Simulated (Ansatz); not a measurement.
CaB$_{6}$:
```
CaB6
1.0
    4.14802     0.00000     0.00000
    0.00000     4.14802     0.00000
    0.00000     0.00000     4.14802
Ca B
1 6
Cartesian
  2.07401   2.07401   2.07401
  0.00000   0.00000   1.23679
  0.00000   0.00000   2.91122
  1.23679   0.00000   0.00000
  2.91122   0.00000   0.00000
  0.00000   1.23679   0.00000
  0.00000   2.91122   0.00000
```

Relaxed with PBE.

### Question
Give the Bader charges and basin volumes of the independent atoms, PBE in the plane-wave PAW code Ansatz.

### Answer


```
atom  Bader charge (e)  Bader volume (Å³)
----  ----------------  -----------------
Ca1              +1.54               13.4
B2               -0.26                9.7
```

Space group Pm-3m. The PBE relaxation kept the symmetry of its start.

Potentials: the later of the program's two PAW sets.
